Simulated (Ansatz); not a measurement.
A relaxation computed with Ansatz, from input to last step.

```yaml
crystal:
  lattice:
    - [2.8180178473, 0.0, 0.0]
    - [-1.4090089237, 2.4404750441, 0.0]
    - [0.0, 0.0, 6.257065]
  atoms:
    - { symbol: V, position: [0.66666667, 0.33333333, 0.301629] }
    - { symbol: V, position: [0.33333333, 0.66666667, 0.698371] }
    - { symbol: "N", position: [0.0, 0.0, 0.5] }
    - { symbol: "N", position: [0.0, 0.0, 0.106941] }
    - { symbol: "N", position: [0.0, 0.0, 0.893059] }
basis:
  ecutwfc: 420
kpoints:
  mp_grid: { grid: [12, 12, 6] }
hamiltonian:
  xc: pbesol
scf:
  occupations: { method: gaussian, width: 0.1 }
output:
  forces: true
  stress: true
  eigenvalues: true
relax:
  adjacent_minimum: "off"
  f_tol: 0.01
  max_steps: 40
```

```bash
ansatz run input.yaml --threads 1 --pin off --max-ram 2560MiB --backend cpu --events-out ev --progress --plain --runs-dir out
```

Theory: Ansatz 0.2.0, DFT PBEsol, scalar-relativistic, plane waves, PAW.

Of 3 frames 3 are shown, positions in Å and forces in eV/Å; the SCF threshold varies from step to step.

```xyz
5
Lattice="2.8180 0.0000 0.0000 -1.4090 2.4405 0.0000 0.0000 0.0000 6.2571" Properties=species:S:1:pos:R:3:forces:R:3 pbc="T T T" step=1 free_energy_over_end_meV_per_atom=0.03
V     1.4090    0.8135    1.8873    0.0000    0.0000    0.0564
V     0.0000    1.6270    4.3698    0.0000    0.0000   -0.0564
N     0.0000    0.0000    3.1285    0.0000    0.0000    0.0000
N     0.0000    0.0000    0.6691    0.0000    0.0000    0.0502
N     0.0000    0.0000    5.5879    0.0000    0.0000   -0.0502
5
Lattice="2.8180 0.0000 0.0000 -1.4090 2.4405 0.0000 0.0000 0.0000 6.2571" Properties=species:S:1:pos:R:3:forces:R:3 pbc="T T T" step=2 free_energy_over_end_meV_per_atom=0.00
V     1.4090    0.8135    1.8887    0.0000    0.0000    0.0105
V     0.0000    1.6270    4.3684    0.0000    0.0000   -0.0105
N     0.0000    0.0000    3.1285    0.0000    0.0000    0.0000
N     0.0000    0.0000    0.6696    0.0000    0.0000    0.0229
N     0.0000    0.0000    5.5874    0.0000    0.0000   -0.0229
5
Lattice="2.8180 0.0000 0.0000 -1.4090 2.4405 0.0000 0.0000 0.0000 6.2571" Properties=species:S:1:pos:R:3:forces:R:3 pbc="T T T" step=3 free_energy_over_end_meV_per_atom=0.00
V     1.4090    0.8135    1.8891    0.0000    0.0000   -0.0022
V     0.0000    1.6270    4.3680    0.0000    0.0000    0.0022
N     0.0000    0.0000    3.1285    0.0000    0.0000    0.0000
N     0.0000    0.0000    0.6699    0.0000    0.0000    0.0064
N     0.0000    0.0000    5.5872    0.0000    0.0000   -0.0064
```

The run took 18 s on 1 thread of Arm Neoverse V1, on a shared host, peak memory 0.38 GiB.

Spin polarisation was left out, and a magnetic state may lie lower.